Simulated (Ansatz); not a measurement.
BN:
```yaml
crystal:
  lattice:
    - [2.49881, 0.00000, 0.00000]
    - [-1.24941, 2.16403, 0.00000]
    - [0.00000, 0.00000, 6.60091]
  atoms:
    - { symbol: B, position: [0.33333, 0.66667, 0.25000] }
    - { symbol: B, position: [0.66667, 0.33333, 0.75000] }
    - { symbol: N, position: [0.33333, 0.66667, 0.75000] }
    - { symbol: N, position: [0.66667, 0.33333, 0.25000] }
```

Relaxed with r²SCAN+D4. Independent-particle spectrum: no excitons, no local fields, no scissors shift; 0.1 eV broadening; ε₁ of the summed bands alone.

**Question.** Tabulate the dielectric function from r²SCAN+D4 in the plane-wave PAW code Ansatz.

**Answer.** 

| E (eV) | ε₁ xx | ε₂ xx | ε₁ zz | ε₂ zz |
|---|---|---|---|---|
| 0.0 | 4.33 | 0.00 | 2.72 | 0.00 |
| 0.5 | 4.34 | 0.00 | 2.72 | 0.00 |
| 1.0 | 4.38 | 0.00 | 2.73 | 0.00 |
| 1.5 | 4.46 | 0.00 | 2.75 | 0.00 |
| 2.0 | 4.56 | 0.00 | 2.78 | 0.00 |
| 2.5 | 4.72 | 0.00 | 2.83 | 0.00 |
| 3.0 | 4.94 | 0.00 | 2.88 | 0.00 |
| 3.5 | 5.25 | 0.00 | 2.96 | 0.00 |
| 4.0 | 5.74 | 0.00 | 3.08 | 0.00 |
| 4.5 | 6.55 | 0.00 | 3.25 | 0.00 |
| 5.0 | 8.39 | 0.00 | 3.66 | 0.00 |
| 5.5 | 10.11 | 5.75 | 3.61 | 1.48 |
| 6.0 | 9.20 | 8.65 | 2.95 | 1.15 |
| 6.5 | -0.44 | 10.57 | 2.80 | 0.89 |
| 7.0 | -1.89 | 5.23 | 2.83 | 0.68 |
| 7.5 | -0.91 | 3.15 | 2.98 | 0.52 |
| 8.0 | -0.22 | 2.15 | 3.23 | 0.41 |
| 8.5 | 0.33 | 1.55 | 3.59 | 0.36 |
| 9.0 | 0.79 | 1.16 | 4.13 | 0.35 |
| 9.5 | 1.20 | 0.91 | 5.13 | 0.39 |
| 10.0 | 1.58 | 0.74 | 8.25 | 2.52 |
| 10.5 | 1.95 | 0.63 | 3.79 | 7.87 |
| 11.0 | 2.38 | 0.55 | 1.17 | 5.30 |
| 11.5 | 2.81 | 0.78 | 0.64 | 3.93 |
| 12.0 | 3.04 | 0.77 | 0.69 | 3.14 |

**Question.** From ε at 5.5 eV (xx: 10.11 + 5.75i), find n, k, the normal reflectivity and the absorption coefficient.

**Answer.** n = 3.30, k = 0.872, R = 31 %, α = 2kE/ħc = 490000 cm⁻¹.

With all bands, ε∞ without local fields is 4.41 (xx = yy), 2.92 (zz). DFPT, with local fields, gives 4.42 (xx = yy), 2.66 (zz).

Space group P6_3/mmc. The r²SCAN+D4 relaxation kept the symmetry of its start; phonons on a q-mesh show no instability.

Potentials: the later of the program's two PAW sets.
